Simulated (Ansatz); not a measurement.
## Ti2CuSb3: enthalpy against pressure

Ti2CuSb3, P-4m2, a = 3.749 Å, c = 8.171 Å. The structure is a COD entry; whether it is the stable form wasn't checked. Ansatz: PBEsol, PAW, 420 eV, Γ-centred 10×10×6 mesh on 6 atoms, Gaussian smearing 0.10 eV; no spin polarisation. Cell and atoms are relaxed at each pressure, and no other structure is tried, so the rows at high pressure may lie past a change of phase. y is the enthalpy over the state at zero pressure; there V0 = 19.139 Å³/atom. The pressures are the targets, met within 0.05 GPa.

```tsv
P (GPa)	y (eV/atom)
-3.0	?
0.0	0.0000
3.0	0.3534
8.0	0.9234
15.0	1.6885
30.0	3.2301
```

Question: Fit y = c1 P + c2 P² + c3 P³ to the other rows, say what c1 and c2 mean, and predict the missing value.

Answer: Least squares on the rows shown. y = 0.11920 P − 0.00050080 P² + 3.8796×10⁻⁶ P³. Since dH/dP = V, c1 is V0: 0.11920 eV/GPa × 160.2 = 19.096 Å³ against 19.139; c2 = −V0/(2B0) gives B0 = 119 GPa, where a Birch–Murnaghan fit to the volumes of the same runs (not shown) gives 106 GPa: a cubic over this range folds the higher terms into c2. At P = -3.0 the fit asked for gives -0.3622 eV/atom. The run gave -0.3636 eV/atom, so the fit is 0.0014 eV/atom too high, 0.039 % of the span of the series, against an rms of 0.0001 eV/atom on the fitted rows. The row lies outside the fitted range. With a term in P⁴ added, a fit to the same known rows (none to spare) predicts -0.3633 eV/atom, so most of the miss is curvature that the known rows already hold.